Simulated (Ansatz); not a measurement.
An elastic tensor (GPa, Voigt order, standard axes) from the program Ansatz at the LDA level (PAW):

```
 106  42.8  42.8   0.0   0.0   0.0
42.8   106  42.8   0.0   0.0   0.0
42.8  42.8   106   0.0   0.0   0.0
 0.0   0.0   0.0  53.3   0.0   0.0
 0.0   0.0   0.0   0.0  53.3   0.0
 0.0   0.0   0.0   0.0   0.0  53.3
```

Problem. Which of these materials gives this?
A. SiC, zinc blende
B. BeS, zinc blende
C. Be, bcc (W type)
D. BeTe, zinc blende

Solution. D, BeTe, zinc blende

Space group F-43m (zinc blende). The cell was relaxed with LDA under the symmetry of its start. Scalar-relativistic: spin–orbit coupling is off unless named, which matters more the heavier the elements.

Potentials: the earlier of the program's two PAW sets. The files were generated under PBE; for other functionals the program regenerates the frozen cores, and for LDA and PBEsol the local potential too.
